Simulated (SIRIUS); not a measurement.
A self-consistent single point of Au (Cmcm, 4 atoms in the cell; from Materials Project mp-1008634, changed as shown) with SIRIUS.

All values come from this method and carry its errors: LDA (PW92), GBRV LDA ultrasoft pseudopotentials (plane waves; SIRIUS 7.12.0).

The change in words: lattice scaled by 0.98. Reference geometry (Cmcm):
```xyz
4
Lattice="2.8226 0.0000 0.0000 0.0000 5.1119 0.0000 0.0000 0.0000 4.8932" Properties=species:S:1:pos:R:3 pbc="T T T"
Au     0.0000     1.7108     3.6699
Au     1.4113     0.8451     1.2233
Au     1.4113     4.2667     3.6699
Au     0.0000     3.4011     1.2233
```

Reference input (self-consistent single point, DFT, LDA (PW92), plane waves, GBRV LDA ultrasoft pseudopotentials): parameters.ngridk = 8 6 6; parameters.xc_functionals = [XC_LDA_X, XC_LDA_C_PW]; parameters.gk_cutoff = 6.325 1/bohr; parameters.pw_cutoff = 14.143 1/bohr; parameters.smearing = fermi_dirac; parameters.smearing_width = 0.00499791 Ha; potentials = GBRV LDA ultrasoft pseudopotentials; parameters.electronic_structure_method = pseudopotential; parameters.num_bands = 26; parameters.num_mag_dims = 0; parameters.num_dft_iter = 100; parameters.energy_tol = 1e-07 Ha. This run's input differs from it in these lines:

```diff
@@ -32,7 +32,7 @@
     "lattice_vectors": [
-      [0.9999999539, 0.0, 0.0],
-      [0.0, 1.8110371797, 0.0],
-      [0.0, 0.0, 1.7335559779]
+      [0.9999999875, 0.0, 0.0],
+      [0.0, 1.8110371233, 0.0],
+      [0.0, 0.0, 1.7335559301]
     ],
-    "lattice_vectors_scale": 5.333979,
+    "lattice_vectors_scale": 5.2273,
     "atom_coordinate_units": "A",
@@ -44,6 +44,6 @@
       "Au": [
-        [0.0, 1.7107895329, 3.6698775],
-        [1.41131, 0.8451454671, 1.2232925],
-        [1.41131, 4.2667245329, 3.6698775],
-        [0.0, 3.4010804671, 1.2232925]
+        [0.0, 1.6765738761, 3.59648025],
+        [1.383084, 0.8282426239, 1.19882675],
+        [1.383084, 4.1813903761, 3.59648025],
+        [0.0, 3.3330591239, 1.19882675]
       ]
```

Output (repeated stretches shortened):

```
[find] density tolerance         : 1e-06
[find] total energy tolerance    : 1e-07
[find] iter_solver_tol (initial) : 0.01
[find] iter_solver_tol (target)  : 1e-13
[find] num_dft_iter              : 100
Charges and magnetic moments
--------------------------------------------------------------------------------
total charge          : 44.000000
[find] | SCF iteration   0 out of 100|
[diagonalize] iterative solver tolerance (occupied, empty): 0.01 0.01
[diagonalize] average number of iterations: 1.5375
[find] Charges and magnetic moments
[find] total charge          : 44.000000
[find] Energy
   [... lines left out ...]

[find] Charges and magnetic moments
[find] total charge          : 44.000000
[find] Energy
[find] smearing (-TS)                 :      -0.00311456
[find] Total energy                   :    -229.87079259 (Ha),    -459.74158518 (Ry)
[find] Free energy (E-TS)             :    -229.87390715 (Ha),    -459.74781430 (Ry)
[find] band gap (eV)                  :       0.00000000
[find] Efermi                         :       0.58496088
[find] iteration : 13, RMS (target) : 4.7176e-07 (1.0000e-06) , energy difference (target) : 1.1690e-09 (1.0000e-07)
[find] bands are converged : true
[find] iterative solver converged : true
[find] converged after 14 SCF iterations!
[find] Charges and magnetic moments
[find] total charge          : 44.000000
[find] Energy
[find] smearing (-TS)                 :      -0.00311456
[find] Total energy                   :    -229.87079259 (Ha),    -459.74158518 (Ry)
[find] Free energy (E-TS)             :    -229.87390715 (Ha),    -459.74781430 (Ry)
[find] band gap (eV)                  :       0.00000000
[find] Efermi                         :       0.58496088
[ground_state] === stress tensor components [kbar] ===
[ground_state] === stress_total ===
[ground_state]    -6.264039    0.000000    0.000000
[ground_state]     0.000000   10.600944    0.000000
[ground_state]     0.000000    0.000000    6.843709
[ground_state] ==== total Forces in Ha/bohr =====
[ground_state] atom:    0, force:      -0.0000000      0.0003459      0.0000000
[ground_state] atom:    1, force:       0.0000000     -0.0003459      0.0000000
[ground_state] atom:    2, force:       0.0000000      0.0003459     -0.0000000
[ground_state] atom:    3, force:       0.0000000     -0.0003459     -0.0000000
```

The run converged in 14 iterations. SIRIUS prints the stress tensor with tension positive. Against the reference run the free energy goes down by 35.8 meV/atom, the pressure goes from -10.06 to -0.37 GPa and the largest force goes from 0.001 to 0.018 eV/Å.

The structure comes from a collection of computed structures, made at another level of theory; the collection holds predicted forms beside known ones. No clean gap shows at this smearing width and mesh (spacing up to 0.28 Å⁻¹); the mesh is coarse for partly filled bands, so the values carry mesh errors.

Cost on one core: about 90 core-seconds (a rough figure).
